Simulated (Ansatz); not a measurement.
**Computed properties of Bi$_{2}$Pt**

Bi₂Pt:
```cif
data_Bi2Pt
_chemical_formula_sum 'Bi2 Pt1'
_space_group_name_H-M_alt 'P 1'
_space_group_IT_number 1
_cell_length_a 3.99492
_cell_length_b 3.99492
_cell_length_c 5.55220
_cell_angle_alpha 89.997
_cell_angle_beta 90.003
_cell_angle_gamma 119.990
loop_
_space_group_symop_operation_xyz
  'x, y, z'
loop_
_atom_site_label
_atom_site_type_symbol
_atom_site_fract_x
_atom_site_fract_y
_atom_site_fract_z
_atom_site_occupancy
Bi1 Bi 0.33335 0.66665 0.73248 1
Bi2 Bi 0.66665 0.33335 0.26752 1
Pt1 Pt 0.00000 0.00000 0.00000 1
```

Space group P-3m1 (No. 164); conventional cell a = b = 3.9949 Å, c = 5.5522 Å, α = β = 90.00°, γ = 120.00°.

Method: the program Ansatz at the LDA level (PAW). Geometry: relaxed at this level of theory. Other levels are named where they apply.

Cell and energy:

```yaml
volume_per_atom: 25.58 Å³
density: 13.26 g/cm³
Formation energy from the elements (no fitted shifts): -0.21 eV/atom
```

Electronic structure:

```yaml
electronic_character: metallic (no gap)
Density of states at the Fermi level: 0.61 states/eV per atom (mean over ±0.08 eV)
```

Mechanics:

```yaml
Bulk modulus (Birch–Murnaghan fit): 57.6 GPa
Pressure derivative B′: 9.5
```

Phonons:

```yaml
highest_zone_centre_frequency: 16.7 meV
zone_centre_stability: no imaginary mode at Γ
```

The workflow started from a Materials Project entry (that database holds measured and hypothetical structures alike); the Crystallography Open Database copy checked does not list it. COD files the formula under space group No. 205. Whether it is the stable phase at ambient conditions was not checked. Symmetry was held in the LDA relaxation. No spin polarisation was allowed. As this level gives no gap, phonon frequencies hold no LO–TO term and depend on the k-mesh and smearing (Fermi–Dirac, 0.1 eV here). Point labels and valley counts follow the cell and symmetry of the run, lower than the named group. Axis ratios of metals converge slowly with the k-mesh, so a and c are less sure than the volume. The references are the lowest solids computed at this level, not always the standard phases. Scalar-relativistic: spin–orbit coupling is off unless named, which matters more the heavier the elements.

Potentials: the later of the program's two PAW sets.
